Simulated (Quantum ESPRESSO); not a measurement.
Mo6NbIn, input and log of a self-consistent run

Computed values, not a measurement. The program is pw.x of Quantum ESPRESSO 7.5 (plane-wave density functional theory). The cell is made up: eight metal atoms on a hexagonal close-packed lattice, with elements, volume, strain and displacements drawn at random and not relaxed, so it may be unstable or far from any real phase. PseudoDojo standard norm-conserving files set the functional (PBE unless stated); there is no spin polarisation or spin-orbit coupling, the Fermi-Dirac width of 0.25 eV means electrons at about 2900 K, and the masses in the input are unused placeholders. A spin test at this wide smearing found no moment, but such smearing suppresses magnetism that the real alloy may have.

Input:

```
&control calculation='scf', pseudo_dir='./dojo.nc.sr.pbe.v0_5.standard.upf', outdir='./o', disk_io='minimal', tprnfor=.true., tstress=.true. /
&system ibrav=0, nat=8, ntyp=3, nbnd=72, ecutwfc=82.02448710, nosym=.true., tot_charge=0,
 occupations='smearing', smearing='fd', degauss=0.0183746611
/
&electrons conv_thr=1.470e-08, electron_maxstep=70, mixing_beta=0.5 /
ATOMIC_SPECIES
In 1.0 In.upf
Mo 1.0 Mo.upf
Nb 1.0 Nb.upf
CELL_PARAMETERS angstrom
2.8888 -0.0125 0.0282
-0.0216 5.0095 -0.0079
0.089 -0.0143 9.0292
ATOMIC_POSITIONS angstrom
Mo -0.0818 -0.0372 0.0499
Nb -0.0376 -0.0398 4.4703
Mo 0.0366 1.6557 2.2515
Mo 0.0808 1.6158 6.7312
In 1.4452 2.537 0.0317
Mo 1.4763 2.4713 4.5273
Mo 1.5569 4.2018 2.3063
Mo 1.4351 4.0981 6.7464
K_POINTS automatic
8 5 3 1 1 1
```

The log is shortened where brackets say so; the opening notice, blank lines, dates and the lines on written files are dropped, and the path of the files is cut. It prints rydbergs, bohrs and kilobars, and counts compression as positive stress. Its total energy is the free energy E - TS of the whole cell.

```
     Program PWSCF v.7.5
     Parallel version (MPI & OpenMP), running on       4 processor cores
     Number of MPI processes:                 4
     Threads/MPI process:                     1
     [start-up lines left out]
     bravais-lattice index     =            0
     lattice parameter (alat)  =       5.4594  a.u.
     unit-cell volume          =     881.6715 (a.u.)^3
     number of atoms/cell      =            8
     number of atomic types    =            3
     number of electrons       =       110.00
     number of Kohn-Sham states=           72
     kinetic-energy cutoff     =      82.0245  Ry
     charge density cutoff     =     328.0979  Ry
     scf convergence threshold =      1.5E-08
     mixing beta               =       0.5000
     number of iterations used =            8  plain     mixing
     Exchange-correlation= PBE
                           (   1   4   3   4   0   0   0)
     [axes and pseudopotential details left out]
   Cartesian axes
     site n.     atom                  positions (alat units)
         1        Mo     tau(   1) = (  -0.0283146  -0.0128766   0.0172726  )
         2        Nb     tau(   2) = (  -0.0130150  -0.0137766   1.5473709  )
         3        Mo     tau(   3) = (   0.0126689   0.5731119   0.7793449  )
         4        Mo     tau(   4) = (   0.0279685   0.5593007   2.3299696  )
         5        In     tau(   5) = (   0.5002484   0.8781693   0.0109728  )
         6        Mo     tau(   6) = (   0.5110135   0.8554276   1.5671012  )
         7        Mo     tau(   7) = (   0.5389128   1.4544311   0.7983137  )
         8        Mo     tau(   8) = (   0.4967524   1.4185359   2.3352310  )
     number of k points=    60  Fermi-Dirac smearing, width (Ry)=  0.0184
                       cart. coord. in units 2pi/alat
        k(    1) = (   0.0622392   0.0580214   0.0528047), wk =   0.0333333
        k(    2) = (   0.0643202   0.0576939  -0.1605216), wk =   0.0333333
     [further k points left out]
     Dense  grid:    88529 G-vectors     FFT dimensions: (  32,  60, 100)
     Estimated max dynamical RAM per process >     328.19 MB
     Estimated total dynamical RAM >       1.22 GB
     Initial potential from superposition of free atoms
     starting charge     109.9852, renormalised to     110.0000
     Starting wfcs are   79 randomized atomic wfcs
     total cpu time spent up to now is       12.5 secs
     per-process dynamical memory:   262.2 Mb
     Self-consistent Calculation
     iteration #  1     ecut=    82.02 Ry     beta= 0.50
     Davidson diagonalization with overlap
     ethr =  1.00E-02,  avg # of iterations =  2.5
     Threshold (ethr) on eigenvalues was too large:
     Diagonalizing with lowered threshold
     Davidson diagonalization with overlap
     ethr =  9.70E-04,  avg # of iterations =  2.0
     total cpu time spent up to now is       67.5 secs
     total energy              =   -1100.18226397 Ry
     estimated scf accuracy    <       1.15916847 Ry
     iteration #  2     ecut=    82.02 Ry     beta= 0.50
     Davidson diagonalization with overlap
     ethr =  1.05E-03,  avg # of iterations =  6.8
     total cpu time spent up to now is      104.9 secs
     total energy              =   -1098.34341928 Ry
     estimated scf accuracy    <      44.75345819 Ry
     iteration #  3     ecut=    82.02 Ry     beta= 0.50
     Davidson diagonalization with overlap
     ethr =  1.05E-03,  avg # of iterations =  6.4
     total cpu time spent up to now is      138.9 secs
     total energy              =   -1100.19542683 Ry
     estimated scf accuracy    <       3.95130261 Ry
     iteration #  4     ecut=    82.02 Ry     beta= 0.50
     Davidson diagonalization with overlap
     ethr =  1.05E-03,  avg # of iterations =  2.5
     total cpu time spent up to now is      166.0 secs
     total energy              =   -1100.12000117 Ry
     estimated scf accuracy    <      11.15252932 Ry
     iteration #  5     ecut=    82.02 Ry     beta= 0.50
     Davidson diagonalization with overlap
     ethr =  1.05E-03,  avg # of iterations =  2.0
     total cpu time spent up to now is      191.7 secs
     total energy              =   -1100.46434415 Ry
     estimated scf accuracy    <       1.91313393 Ry
     [iterations 6 to 16 left out]
     iteration # 17     ecut=    82.02 Ry     beta= 0.50
     Davidson diagonalization with overlap
     ethr =  3.68E-10,  avg # of iterations =  4.0
     total cpu time spent up to now is      498.5 secs
     total energy              =   -1100.59192133 Ry
     estimated scf accuracy    <       0.00000048 Ry
     iteration # 18     ecut=    82.02 Ry     beta= 0.50
     Davidson diagonalization with overlap
     ethr =  3.68E-10,  avg # of iterations =  1.4
     total cpu time spent up to now is      522.3 secs
     total energy              =   -1100.59192136 Ry
     estimated scf accuracy    <       0.00000019 Ry
     iteration # 19     ecut=    82.02 Ry     beta= 0.50
     Davidson diagonalization with overlap
     ethr =  1.70E-10,  avg # of iterations =  1.5
     total cpu time spent up to now is      546.7 secs
     total energy              =   -1100.59192138 Ry
     estimated scf accuracy    <       0.00000006 Ry
     iteration # 20     ecut=    82.02 Ry     beta= 0.50
     Davidson diagonalization with overlap
     ethr =  5.70E-11,  avg # of iterations =  1.6
     total cpu time spent up to now is      571.3 secs
     total energy              =   -1100.59192138 Ry
     estimated scf accuracy    <       0.00000002 Ry
     iteration # 21     ecut=    82.02 Ry     beta= 0.50
     Davidson diagonalization with overlap
     ethr =  1.36E-11,  avg # of iterations =  2.4
     total cpu time spent up to now is      598.4 secs
     End of self-consistent calculation
     [lines on levels left out]
!    total energy              =   -1100.59192138 Ry
     estimated scf accuracy    <       0.00000001 Ry
     smearing contrib. (-TS)   =      -0.15265288 Ry
     internal energy E=F+TS    =   -1100.43926850 Ry
     The total energy is F=E-TS. E is the sum of the following terms:
     one-electron contribution =    -146.80787571 Ry
     hartree contribution      =     146.91950135 Ry
     xc contribution           =    -190.26841091 Ry
     ewald contribution        =    -910.28248323 Ry
     convergence has been achieved in  21 iterations
     Forces acting on atoms (cartesian axes, Ry/au):
     atom    1 type  2   force =     0.01264638    0.03662464   -0.01135897
     atom    2 type  3   force =     0.00296271   -0.00323830    0.01793620
     atom    3 type  2   force =    -0.00078350    0.00298430    0.02084384
     atom    4 type  2   force =     0.00280580   -0.01293556    0.00001720
     atom    5 type  1   force =    -0.00595138   -0.03304015   -0.01707097
     atom    6 type  2   force =    -0.00276758   -0.00144539    0.00017598
     atom    7 type  2   force =    -0.01022805   -0.00371129   -0.02747928
     atom    8 type  2   force =     0.00131561    0.01476174    0.01693601
     Total force =     0.073476     Total SCF correction =     0.000275
     Computing stress (Cartesian axis) and pressure
          total   stress  (Ry/bohr**3)                   (kbar)     P=       91.18
   0.00054483   0.00010905  -0.00002438           80.15       16.04       -3.59
   0.00010905   0.00038728  -0.00009119           16.04       56.97      -13.41
  -0.00002438  -0.00009119   0.00092744           -3.59      -13.41      136.43
     init_run     :     10.60s CPU     11.23s WALL (       1 calls)
     electrons    :    566.62s CPU    585.89s WALL (       1 calls)
     forces       :      3.61s CPU      3.61s WALL (       1 calls)
     stress       :     12.48s CPU     12.49s WALL (       1 calls)
     [timing details left out]
     PWSCF        :   9m54.65s CPU  10m14.67s WALL
     JOB DONE.
```

In other units: free energy -14974.316 eV for the cell, pressure 9.12 GPa, largest force component 0.942 eV/Å in size. The run took 617 s of wall time with four MPI processes on a shared machine (Intel Xeon, 2023 or later, virtual cores), so the time is rough. A rerun of this cell at a higher cutoff and on a denser mesh moved values by no more than 0.004 eV in energy, 0.05 GPa in stress and 0.009 eV/Å in force, and a second program with other atomic files agreed on that cell to 2 % rms in force and 0.5 GPa in pressure.